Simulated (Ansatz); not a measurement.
Elastic constants of BP: input and output

Method: DFT PBE, scalar-relativistic, plane waves, PAW in Ansatz 0.2.0.

Launched with:
```bash
ansatz run input.yaml --threads 4 --pin off --max-ram 12288MiB --backend cpu --events-out ev --progress --plain --runs-dir out
```

Input (bare energies are in eV):
```yaml
crystal:
  lattice:
    - [0.0, 2.275, 2.275]
    - [2.275, 0.0, 2.275]
    - [2.275, 2.275, 0.0]
  atoms:
    - { symbol: B, position: [0.0, 0.0, 0.0] }
    - { symbol: P, position: [0.25, 0.25, 0.25] }
basis:
  ecutwfc: 420
kpoints:
  mp_grid: { grid: [8, 8, 8] }
hamiltonian:
  xc: pbe
scf:
  occupations: { method: fixed }
output:
  forces: true
  stress: true
  eigenvalues: true
  polarization: {}
elastic:
  mode: relaxed_ion
  stencil: two_point
```

From the output:
```
--- Elastic constants: 2 strain directions × 2 members + reference (group order 24) ---
  dense FFT box of the reference and of every strained cell: 24×24×24
  strains applied: 11, 23; error gains: componentwise 1.00 (the most a stress slope's error grows in a printed constant), spectral 1.73 (1 for all six strains in a standard setting)
  C = ∂σ_k/∂η_j (tension-positive GPa; Voigt order 11 22 33 23 13 12):
       338.679     72.998     72.998      0.000     -0.000     -0.000
        72.998    338.679     72.998      0.000      0.000     -0.000
        72.998     72.998    338.679      0.000     -0.000      0.000
        -0.000      0.000     -0.000    184.215      0.000     -0.000
        -0.000     -0.000      0.000     -0.000    184.215      0.000
         0.000     -0.000      0.000     -0.000      0.000    184.215
  reference stress σ⁰ (GPa):      0.153      0.153      0.153     -0.000      0.000      0.000
  C* (energy form; C + prestress term) asymmetry max|C*_kj − C*_jk| = 2.842e-14 GPa — a small one proves nothing (zero by symmetry where the batch's group is 432, −43m or m−3m); a large one is finite-difference/SCF noise where every solve ...
  moduli (Voigt/Reuss/Hill, GPa): K = 161.56/161.56/161.56   G = 163.67/159.54/161.60   E = 363.58   ν = 0.125
  mechanically stable: yes (min eigenvalue of sym C = 184.21 GPa)
  e, the proper piezoelectric tensor (elastic.mode: relaxed_ion; C/m²; rows x y z; Voigt order 11 22 33 23 13 12):
      -0.00000    0.00000    0.00000   -0.11503    0.00000    0.00000
       0.00000    0.00000    0.00000   -0.00000   -0.11503    0.00000
      -0.00000    0.00000    0.00000   -0.00000    0.00000   -0.11503
  ±, each entry's uncertainty from the finite density of the strings (C/m²), an estimate: the size of the correction for it that the entry includes:
       0.00000    0.00000    0.00000    0.01173    0.00000    0.00000
       0.00000    0.00000    0.00000    0.00000    0.01173    0.00000
       0.00000    0.00000    0.00000    0.00000    0.00000    0.01173
  the group's symmetry takes up to 5.5e-9 C/m² out of the measured responses: error of the strings' finite density and of the mesh across them, as far as it breaks the symmetry (raise kpoints.mp_grid and any string_points); the largest step ...
  strain η (Voigt 11):  stress-route row diagonal C_11 = 338.68 GPa, energy-path curvature d²(F+E_count+ΔE)/dδ²/Ω₀ = 338.32 GPa
         δ    σ_11 (GPa) F (eV) n_scf n_hpsi n_pw
    -2.000e-3      -0.5263        -912.4450879       7   10116    475   relax 0 steps, max|allowed force component| 1.25e-16 eV/Å
     2.000e-3       0.8284        -912.4449989       7   10089    477   relax 0 steps, max|allowed force component| 1.28e-16 eV/Å
  strain η (Voigt 23):  stress-route row diagonal C_44 = 184.21 GPa, energy-path curvature d²(F+E_count+ΔE)/dδ²/Ω₀ = 183.96 GPa
         δ    σ_23 (GPa) F (eV) n_scf n_hpsi n_pw
    -2.000e-3      -0.3684        -912.4450869       3    9829    477   relax 3 steps, max|allowed force component| 7.30e-8 eV/Å
     2.000e-3       0.3684        -912.4450869       3    9878    477   relax 3 steps, max|allowed force component| 8.97e-8 eV/Å
--- Formal polarisation (Berry phase): one branch of a lattice of values; only differences between neighbouring runs are physical ---
  axis mesh electronic ionic p = total spread (rad) least overlap resolved gap  δp at fixed H ≤   (phases in cycles; p mod 1; gap in eV; gap and δp judge the states as solved, not the mesh's step, its ...
  b1    8×8×8           0.00000000     1.25000000     1.25000000      0.122809         0.8165        3.3920           1.3e-6
  b2    8×8×8          -0.00000000     1.25000000     1.25000000      0.122809         0.8165        3.3920           1.3e-6
  b3    8×8×8          -0.00000000     1.25000000     1.25000000      0.122809         0.8165        3.3920           1.3e-6
  quantum along a1:   0.13662249 e/Å² =   218.893363 µC/cm²
  quantum along a2:   0.13662249 e/Å² =   218.893363 µC/cm²
  quantum along a3:   0.13662249 e/Å² =   218.893363 µC/cm²
  P = (  0.24151673,   0.24151673,   0.24151673) e/Å² = (  386.952454,   386.952454,   386.952454) µC/cm²  (mod the quanta)
```

It took 8.1 s on 4 threads of Intel(R) Xeon(R) Platinum 8488C (Sapphire Rapids), with other jobs on the host, peak memory 0.37 GiB.

The cell is the ideal cubic zincblende prototype.